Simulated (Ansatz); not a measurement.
InP (zinc blende)

```yaml
crystal:
  lattice:
    - [0.00000, 2.97977, 2.97977]
    - [2.97977, 0.00000, 2.97977]
    - [2.97977, 2.97977, 0.00000]
  atoms:
    - { symbol: P, position: [0.75000, 0.75000, 0.75000] }
    - { symbol: In, position: [0.00000, 0.00000, 0.00000] }
```

In each cell atom 2 (In, nearest neighbour P at 2.581 Å; its periodic images, 4.2 Å or more away, move with it) moves by s·(0.577, 0.577, 0.577) (along Cartesian [111]), the rest being held.

Level of theory: PBE (plane waves to 420 eV, PAW, scalar-relativistic; Ansatz, a first-principles code). k mesh 8×8×8 (Γ-centred), Fermi-Dirac smearing 0.05 eV. The energy includes the smearing's −TS. Compression counts positive. F∥ is the force on the atom along that direction. InP was relaxed with its symmetry unable to fall. ΔE is measured from the undisplaced structure.

```
s (Å)   ΔE (eV/cell)  F∥ (eV/Å)  P (GPa)
------  ------------  ---------  -------
-0.520         1.803      9.231     11.4
-0.416         1.014      6.106      6.4
-0.312         0.504      3.821      3.2
-0.208         0.199      2.138      1.2
-0.104         0.044      0.899      0.3
0.000          0.000      0.000      0.0
0.104          0.035     -0.625      0.2
0.208          0.122     -1.025      0.7
0.312          0.241     -1.238      1.3
0.416          0.374     -1.296      2.0
0.520          0.507     -1.228      2.6
```

Derived quantities:

```
Property                                                                                                                                                     Result
-----------------------------------------------------------------  ------------------------------------------------------------------------------------------------
Energy at s = 0.520 Å                                                                                                                                  507 meV/cell
Force along the line at s = -0.520 Å                                                                                                                      9.23 eV/Å
Symmetry of the curve                                                                                           not even: the negative side lies higher at ±0.520 Å
Shape of the curve                                                                                   a single well with its minimum at or next to zero displacement
Force constant k = d²E/ds² at s = 0 (finite differences)                                                                                                 7.23 eV/Å²
Harmonic estimate at the end of the scan                           ½ks² = 978 meV/cell against the computed 507 meV/cell, so the well is softer than harmonic there
Zone-centre optical wavenumber from k (transverse: no LO-TO term)                                                                                          284 cm⁻¹
```

(A displaced cell: forces are minus the slopes of the energy, force constants its curvatures, and phonons follow from these.)
